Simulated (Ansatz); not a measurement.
Input and command of a plane-wave DFT calculation in Ansatz:

```yaml
crystal:
  lattice:
    - [4.7707459462, 0.0, 0.0]
    - [0.0, 4.7707459462, 0.0]
    - [0.0, 0.0, 4.7707459462]
  atoms:
    - { symbol: Au, position: [0.0, 0.0, 0.0] }
    - { symbol: Be, position: [0.5, 0.5, 0.5] }
    - { symbol: Br, position: [0.5, 0.5, 0.0] }
    - { symbol: Br, position: [0.5, 0.0, 0.5] }
    - { symbol: Br, position: [0.0, 0.5, 0.5] }
basis:
  ecutwfc: 420
kpoints:
  mp_grid: { grid: [4, 4, 4] }
hamiltonian:
  xc: lda
scf:
  occupations: { method: gaussian, width: 0.05 }
output:
  forces: true
  stress: true
  eigenvalues: true
```

```bash
ansatz run input.yaml --threads 1 --pin off --max-ram 1228MiB --backend cpu --events-out ev --progress --plain --runs-dir out
```

Processor: Intel(R) Xeon(R) Platinum 8259CL CPU @ 2.50GHz (Skylake/Cascade Lake), 1 thread, on a host shared with other jobs.

Question: Estimate time, memory and problem size.

Answer: About 2.3 s on 1 thread of Intel(R) Xeon(R) Platinum 8259CL CPU @ 2.50GHz (Skylake/Cascade Lake), on a shared host, peak memory 0.39 GiB. It solves 26 bands at 10 k points (the mesh reduced by the symmetry that the task leaves, which can be less than the crystal's) with about 2103 plane waves, in 6 SCF iterations.
